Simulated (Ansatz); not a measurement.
AlRu:
```xyz
2
Lattice="2.9825 0.0000 0.0000 0.0000 2.9825 0.0000 0.0000 0.0000 2.9825" Properties=species:S:1:pos:R:3 pbc="T T T"
Al     0.0000     0.0000     0.0000
Ru     1.4913     1.4913     1.4913
```

Relaxed with r²SCAN. Special points in fractions of this cell's reciprocal vectors: Γ (0.000, 0.000, 0.000); X (0.000, 0.500, 0.000); M (0.500, 0.500, 0.000); R (0.500, 0.500, 0.500).

Problem. List the band energies nearest the Fermi level at these points for DFT-r²SCAN in the program Ansatz with PAW potentials.

Solution. In eV from the Fermi level; about four levels below and three above (degenerate sets whole), none deeper than 8.9 eV; … stands for higher levels left out; points with the same levels are listed once.

```tsv
k	below	above
Γ	-3.73 -3.73	0.17 0.17 0.17
X	-5.71 -2.84 -1.71 -1.71	0.44 2.54 7.72
M	-1.49 -1.49 -1.26 -1.26	1.74 5.73 …
R	-4.96 -4.96 -4.96	1.84 1.84 3.25
```

Space group Pm-3m (CsCl type). The cell was relaxed with r²SCAN under the symmetry of its start. The run is not spin-polarised. Scalar-relativistic: spin–orbit coupling is off unless named, which matters more the heavier the elements.

Potentials: the later of the program's two PAW sets.
